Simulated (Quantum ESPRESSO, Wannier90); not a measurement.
# BaTiO3 (Amm2), plane waves to Wannier functions

```yaml
crystal:
  lattice:
    - [3.98333, 0.00000, 0.00000]
    - [0.00000, 2.86259, 2.87534]
    - [0.00000, -2.86259, 2.87534]
  atoms:
    - { symbol: Ba, position: [0.00000, 0.00341, 0.00341] }
    - { symbol: Ti, position: [0.50000, 0.51850, 0.51850] }
    - { symbol: O, position: [0.50000, 0.97843, 0.49135] }
    - { symbol: O, position: [0.50000, 0.49135, 0.97843] }
    - { symbol: O, position: [0.00000, 0.48820, 0.48820] }
```

Structure: Materials Project mp-5777, symmetrised, not relaxed again. COD (Crystallography Open Database) has the formula in 5 space groups, this one among them (matched by group alone). Method: LDA plane waves in Quantum ESPRESSO 7.5 (PseudoDojo norm-conserving files, 68 Ry, no spin polarisation, no spin-orbit coupling), Bloch states on a 8×8×8 mesh through Γ, Wannier90 4.0.1. Density: 8×8×8 mesh, cold smearing 0.01 Ry. Spin-orbit coupling is left out although heavy elements are present.

Base run: 14 functions from bands 12-38 of the 38 computed, start hydrogen-like Ti: d; O: p, centres 0.05 Å off the atoms, frozen window up to 3.63 eV relative to the valence-band maximum, outer window open. One setting was then changed (edges relative to the valence-band maximum; misfit to pw.x on a path, for states up to 3.1 eV relative to the valence-band maximum).

```csv
run,Ω_I (Å²),rms misfit (meV),worst (meV)
base,14.47,0.2,1.4
changed,10.78,466,1091
```

Question: Which change was made?
A. no frozen window
B. outer window to 7.97 eV
C. frozen window to 1.63 eV
D. frozen window to 2.63 eV
E. frozen window to 4.63 eV

Answer: A, no frozen window. The others give:

```json
[
 {"run": "frozen window to 4.63 eV", "Ω_I (Å²)": "14.62", "rms misfit (meV)": "0.2", "worst (meV)": "0.9"},
 {"run": "frozen window to 2.63 eV", "Ω_I (Å²)": "14.01", "rms misfit (meV)": "8.4", "worst (meV)": "159"},
 {"run": "frozen window to 1.63 eV", "Ω_I (Å²)": "13.78", "rms misfit (meV)": "59", "worst (meV)": "273"},
 {"run": "outer window to 7.97 eV", "Ω_I (Å²)": "15.96", "rms misfit (meV)": "0.6", "worst (meV)": "6.6"}
]
```
